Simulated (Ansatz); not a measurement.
SiRu2:
Space group Pnma (No. 62); a = 5.234 Å, b = 3.993 Å, c = 7.383 Å, α = β = γ = 90.00°

```json
[
 {"atom": "Si", "site": "4c", "symmetry": ".m.", "x": "0.1984", "y": "0.7500", "z": "0.4015"},
 {"atom": "Ru", "site": "4c", "symmetry": ".m.", "x": "0.4845", "y": "0.2500", "z": "0.2134"},
 {"atom": "Ru", "site": "4c", "symmetry": ".m.", "x": "0.1676", "y": "0.7500", "z": "0.0647"}
]
```

Relaxed with PBEsol.

**Question.** Which orbitals make up the states near the Fermi level in PBEsol (plane waves, PAW; program Ansatz)?

**Answer.** Within 0.5 eV of the Fermi level: Ru 4d 87 %, Si 3p 6 %. Projections are on Löwdin-orthogonalised atomic valence shells; empty p or d shells of many metals are not among them.

**Question.** Tabulate the density of states.

**Answer.** States/eV per cell of 12 atoms, in 0.25 eV bins, energy from the Fermi level.

| E (eV) | total | Ru 4d | Si 3p | Ru 5s |
|---|---|---|---|---|
| -7.85 | 0.00 | 0.00 | 0.00 | 0.00 |
| -7.60 | 0.00 | 0.00 | 0.00 | 0.00 |
| -7.35 | 0.00 | 0.00 | 0.00 | 0.00 |
| -7.10 | 0.00 | 0.00 | 0.00 | 0.00 |
| -6.85 | 0.00 | 0.00 | 0.00 | 0.00 |
| -6.60 | 1.41 | 0.47 | 0.55 | 0.31 |
| -6.35 | 8.77 | 3.69 | 3.24 | 1.40 |
| -6.10 | 7.52 | 3.50 | 2.60 | 1.02 |
| -5.85 | 6.74 | 3.67 | 2.16 | 0.62 |
| -5.60 | 7.64 | 4.80 | 2.14 | 0.48 |
| -5.35 | 8.86 | 5.93 | 2.30 | 0.44 |
| -5.10 | 10.01 | 6.94 | 2.31 | 0.52 |
| -4.85 | 8.24 | 5.85 | 1.78 | 0.43 |
| -4.60 | 10.40 | 7.75 | 1.91 | 0.50 |
| -4.35 | 12.29 | 9.12 | 2.27 | 0.56 |
| -4.10 | 13.03 | 9.66 | 2.37 | 0.55 |
| -3.85 | 8.45 | 6.84 | 1.12 | 0.22 |
| -3.60 | 13.47 | 11.35 | 1.45 | 0.29 |
| -3.35 | 13.76 | 11.69 | 1.47 | 0.26 |
| -3.10 | 15.23 | 12.62 | 1.93 | 0.30 |
| -2.85 | 10.54 | 8.85 | 1.22 | 0.21 |
| -2.60 | 10.26 | 8.56 | 1.21 | 0.19 |
| -2.35 | 11.33 | 9.60 | 1.20 | 0.21 |
| -2.10 | 11.09 | 9.47 | 1.01 | 0.25 |
| -1.85 | 13.04 | 11.49 | 0.94 | 0.24 |
| -1.60 | 11.29 | 10.06 | 0.65 | 0.21 |
| -1.35 | 12.74 | 11.49 | 0.61 | 0.24 |
| -1.10 | 15.30 | 13.63 | 0.80 | 0.33 |
| -0.85 | 12.61 | 11.36 | 0.57 | 0.24 |
| -0.60 | 13.45 | 11.81 | 0.69 | 0.30 |
| -0.35 | 12.05 | 10.41 | 0.75 | 0.26 |
| -0.10 | 9.33 | 8.15 | 0.56 | 0.20 |
| 0.15 | 8.16 | 7.26 | 0.38 | 0.17 |
| 0.40 | 7.85 | 6.83 | 0.46 | 0.18 |
| 0.65 | 7.05 | 5.97 | 0.51 | 0.21 |
| 0.90 | 6.40 | 5.49 | 0.46 | 0.18 |
| 1.15 | 8.37 | 7.44 | 0.54 | 0.14 |
| 1.40 | 6.62 | 5.39 | 0.73 | 0.17 |
| 1.65 | 5.41 | 4.03 | 0.89 | 0.18 |
| 1.90 | 4.96 | 3.50 | 0.99 | 0.16 |
| 2.15 | 2.70 | 1.81 | 0.60 | 0.10 |
| 2.40 | 3.84 | 2.39 | 1.03 | 0.15 |
| 2.65 | 4.95 | 2.80 | 1.38 | 0.27 |
| 2.90 | 5.22 | 2.67 | 1.50 | 0.30 |
| 3.15 | 5.38 | 2.36 | 1.50 | 0.30 |
| 3.40 | 6.45 | 2.60 | 1.96 | 0.31 |
| 3.65 | 4.94 | 1.81 | 1.64 | 0.30 |
| 3.90 | 4.34 | 1.52 | 1.61 | 0.24 |
| 4.15 | 3.36 | 1.04 | 1.44 | 0.19 |
| 4.40 | 4.19 | 1.25 | 1.69 | 0.33 |
| 4.65 | 5.18 | 1.49 | 2.24 | 0.40 |

The workflow started from a Materials Project entry (that database holds measured and hypothetical structures alike); the Crystallography Open Database copy checked does not list it. Whether it is the stable phase at ambient conditions was not checked. The PBEsol relaxation kept the symmetry of its start; whether a distortion lowers the energy is not shown. No spin polarisation was allowed. Spin–orbit coupling is left out wherever it is not named.

Potentials: the later of the program's two PAW sets.
